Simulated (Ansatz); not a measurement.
Question: Name crystals whose computed values (the program Ansatz at the PBEsol level (PAW)) fall in these windows: B₀ by P(V) fit (GPa) 52 to 64; HSE06 gap (eV) 0.52 to 0.64; G_Hill (GPa) 38 to 51.

Answer: 

| crystal | B₀ by P(V) fit (GPa) | HSE06 gap (eV) | G_Hill (GPa) |
|---|---|---|---|
| Mg2Si, fluorite or antifluorite type | 56.0 | 0.56 | 46.7 |
Others may fit too.

The cell was relaxed under the symmetry of its start.

Potentials: the later of the program's two PAW sets.
